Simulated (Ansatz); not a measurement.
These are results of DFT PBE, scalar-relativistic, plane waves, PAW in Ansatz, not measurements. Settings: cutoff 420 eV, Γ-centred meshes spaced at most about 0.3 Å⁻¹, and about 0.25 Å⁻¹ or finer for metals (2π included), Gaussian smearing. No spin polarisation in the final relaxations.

All energies are static (0 K, no zero-point motion).

Two forms of Li3ZrN were relaxed alike.

A.

```cif
data_structure
_symmetry_space_group_name_H-M 'Cm'
_symmetry_Int_Tables_number 8
_cell_length_a 10.9655
_cell_length_b 3.8091
_cell_length_c 7.1132
_cell_angle_alpha 90.000
_cell_angle_beta 93.442
_cell_angle_gamma 90.000
_cell_volume 296.58
loop_
_atom_site_label
_atom_site_type_symbol
_atom_site_symmetry_multiplicity
_atom_site_Wyckoff_symbol
_atom_site_fract_x
_atom_site_fract_y
_atom_site_fract_z
_atom_site_occupancy
Li1 Li 2 a 0.38511 0.00000 0.01702 1
Li2 Li 2 a 0.38176 0.00000 0.50025 1
Li3 Li 2 a 0.03854 0.00000 0.98604 1
Li4 Li 2 a 0.17555 0.00000 0.50196 1
Li5 Li 2 a 0.47659 0.50000 0.66321 1
Li6 Li 2 a 0.46083 0.50000 0.28604 1
Zr1 Zr 2 a 0.23125 0.50000 0.78014 1
Zr2 Zr 2 a 0.21548 0.50000 0.23189 1
N1 N 2 a 0.30315 0.50000 0.50432 1
N2 N 2 a 0.34149 0.50000 0.02913 1
```

B.

```cif
data_structure
_symmetry_space_group_name_H-M 'P6/mmm'
_symmetry_Int_Tables_number 191
_cell_length_a 4.4387
_cell_length_b 4.4387
_cell_length_c 4.2453
_cell_angle_alpha 90.000
_cell_angle_beta 90.000
_cell_angle_gamma 120.000
_cell_volume 72.44
loop_
_atom_site_label
_atom_site_type_symbol
_atom_site_symmetry_multiplicity
_atom_site_Wyckoff_symbol
_atom_site_fract_x
_atom_site_fract_y
_atom_site_fract_z
_atom_site_occupancy
Li1 Li 3 g 0.50000 0.00000 0.50000 1
Zr1 Zr 1 a 0.00000 0.00000 0.00000 1
N1 N 1 b 0.00000 0.00000 0.50000 1
```

Task: Which form is favoured at zero pressure, and by what margin per atom?

Result: A is lower, by 239 meV/atom. A has space group Cm (No. 8), 14.8 Å³/atom and no gap on its mesh; B has space group P6/mmm (No. 191), 14.5 Å³/atom and no gap. Counting Li or Zr atoms around N (for each partner element, those within 1.25 times its shortest distance or 1.15 times the sum of covalent radii, where it is the nearest in units of that sum or under 1.3; a plus sign parts groups by distance over the sum of covalent radii; a slash parts the counts of unlike sites), A has N 2+4/2+6 and B has N 2+6. In A, around Li on its first site lie 2 N at 1.97 Å, 2 Li at 2.56 Å, 2 Li at 2.79 Å and 4 Zr at 3.00–3.12 Å; around Zr on its first site lie 2 N at 2.08–2.16 Å, 5 Li at 2.79–3.00 Å, 1 Zr at 3.23 Å, 4 Li at 3.26–3.27 Å, 3 Li at 3.44–3.59 Å and 3 Zr at 3.81–3.89 Å; N on its first site has 3 Li at 2.09–2.15 Å, 2 Zr at 2.11–2.16 Å and 3 Li at 2.36–2.39 Å; 7 more sites not described. In B, around Li lie 2 N at 2.22 Å, 4 Li at 2.22 Å and 4 Zr at 3.07 Å; Zr has 2 N at 2.12 Å and 12 Li at 3.07 Å; N is surrounded by 2 Zr at 2.12 Å and 6 Li at 2.22 Å. Both come from invented guesses. A third cell relaxed alike, in Amm2, lies 23 meV/atom below the lower of the two; the P6/mmm cell fell into it when its atoms were moved at random.

Cells relaxed within their symmetry can be saddle points.
